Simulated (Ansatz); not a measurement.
Relaxed-ion elastic tensor of Te (trigonal Se type, P3_121) in GPa (Voigt order), DFT-PBE in the program Ansatz with PAW potentials; density 6.02 g/cm³, 35.17 Å³ per atom.

```
 28.0    6.7   19.2   10.1    0.0    0.0
  6.7   28.0   19.2  -10.1    0.0    0.0
 19.2   19.2   62.4    0.0    0.0    0.0
 10.1  -10.1    0.0   28.6    0.0    0.0
  0.0    0.0    0.0    0.0   28.6   10.1
  0.0    0.0    0.0    0.0   10.1   10.6
```

Is the crystal mechanically stable?

Yes: the smallest eigenvalue of C is 6.1 GPa.

Work out the Voigt, Reuss and Hill averages.

K_V = 23.2, K_R = 17.3, K_H = 20.2; G_V = 18.5, G_R = 10.3, G_H = 14.4 GPa.

Give Young's modulus, Poisson's ratio, Pugh's ratio and the universal anisotropy index.

E = 9KG/(3K + G) = 34.9 GPa; ν = 0.21; K/G = 1.41 (brittle by the Pugh limit of 1.75); A_U = 5G_V/G_R + K_V/K_R − 6 = 4.28.

Estimate the sound speeds and the Debye temperature.

v_l = √((K + 4G/3)/ρ) = 2560 m/s, v_t = √(G/ρ) = 1550 m/s, mean 1710 m/s; Θ = (h/k)(3n/4πV)^(1/3) v_m = 155 K.

Solve the Christoffel equation for the three sound speeds along x, y, z.

Eigenvalues of C_ijkl n_j n_l equal ρv². In km/s, slowest first: x 1.01, 2.16, 2.35; y 1.33, 1.74, 2.52; z 2.18, 2.18, 3.22.

How much does each axis shrink under pressure?

Linear compressibilities β_i = Σ_j S_ij (j = 1 to 3): x 30, y 30, z -2.6 per TPa.

The PBE relaxation kept the symmetry of its start. A crystal of weakly bound chains computed without a dispersion correction: the cell and the soft elastic constants depend strongly on that. Spin–orbit coupling is left out wherever it is not named.

Potentials: the later of the program's two PAW sets.
